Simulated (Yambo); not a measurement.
Convergence of the G0W0 gap of Ba2H3I

G0W0@LDA for Ba$_{2}$H$_{3}$I (space group P-3m1, No. 164) in Yambo. Reference settings: 3×3×2 Γ-centred k mesh, 256 bands and a 8 Ry block in the screening, 256 bands in G with the Bruneval-Gonze terminator, plasmon pole fitted at 27.2 eV. The LDA gap A → (0, 0.333, -0.5) on this mesh is 2.31 eV; G0W0 gaps are taken between the same points.

| change from the reference | G0W0 gap A → (0, 0.333, -0.5) (eV) | shift of the valence edge (eV) | rough Yambo cost |
|---|---|---|---|
| reference settings | 3.87 | -1.02 | 1 |
| 86 bands in W, 86 bands in G | 3.79 | -0.68 | about 1/3 |
| 195 bands in W, 195 bands in G | 3.86 | -0.98 | within a factor of two |
| exchange cut at 5 Ry | 3.85 | -0.85 | – |
| exchange cut at 20 Ry | 3.87 | -1.02 | – |
| 51 bands in W, 51 bands in G, 5 Ry block | 3.80 | -0.34 | about 1/6 |
| 51 bands in W, 51 bands in G, 3 Ry block | 3.78 | -0.33 | about 1/6 |
| 86 bands in W, 86 bands in G, 2 Ry block | 3.66 | -0.53 | about 1/5 |
| 195 bands in W, 195 bands in G, 5 Ry block | 3.78 | -0.87 | about 1/2 |
| 2 Ry block | 3.61 | -0.62 | about 1/2 |
| 6 Ry block | 3.82 | -0.96 | within a factor of two |
| 51 bands in W, 51 bands in G, 3 Ry block, no terminator | 3.80 | -0.10 | about 1/9 |
| 51 bands in W, 51 bands in G, no terminator | 3.80 | -0.07 | about 1/5 |
| 195 bands in W, 195 bands in G, 3 Ry block, no terminator | 3.65 | -0.71 | about 1/2 |
| 3 Ry block, no terminator | 3.64 | -0.74 | about 1/2 |

The reference isn't shown to be the converged limit. Costs are rough (shared machines), scaled to the same edge states, and given only for runs that recompute the screening. The mesh misses a band edge: along a dense path the LDA gap is 2.02 eV against 2.31 eV on the mesh.

Spin-orbit coupling is left out, which matters for elements this heavy: edges can move by tenths of an eV.

Geometry of the Materials Project entry, not relaxed at this level; primitive cell a = b = 4.5364 Å, c = 8.1196 Å, α = β = 90.00°, γ = 120.00°.

The structure is a Materials Project entry; no match was found in the copy of COD used, and its stability was not checked.

A shift is the quasiparticle energy of the state minus its LDA energy.
